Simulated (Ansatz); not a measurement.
Be:
```yaml
crystal:
  lattice:
    - [2.25654, 0.00000, 0.00000]
    - [-1.12827, 1.95422, 0.00000]
    - [0.00000, 0.00000, 3.56190]
  atoms:
    - { symbol: Be, position: [0.33333, 0.66667, 0.75000] }
    - { symbol: Be, position: [0.66667, 0.33333, 0.25000] }
```

Relaxed with r²SCAN+D4. Special points in fractions of this cell's reciprocal vectors: Γ (0.000, 0.000, 0.000); M (0.500, 0.000, 0.000); K (0.333, 0.333, 0.000); A (0.000, 0.000, 0.500); L (0.500, 0.000, 0.500); H (0.333, 0.333, 0.500).

Task: List the band energies nearest the Fermi level at these points for the program Ansatz at the r²SCAN+D4 level (PAW).

Result: In eV from the Fermi level; about four levels below and three above (degenerate sets whole), none deeper than 8.9 eV; … stands for higher levels left out; points with the same levels are listed once.

```csv
k,below,above
Γ,-4.84,0.99 …
M,-5.46 -3.41,3.90 6.74 …
K,-2.76 -1.11 -1.11,…
A,–,11.35 11.35 …
L,-3.92 -3.92,1.53 1.53 …
H,-1.21 -1.21,0.27 0.27 …
```

Space group P6_3/mmc (hcp (Mg type)). Symmetry was held in the r²SCAN+D4 relaxation. The pairwise dispersion correction was not fitted to metals.

Potentials: the later of the program's two PAW sets.
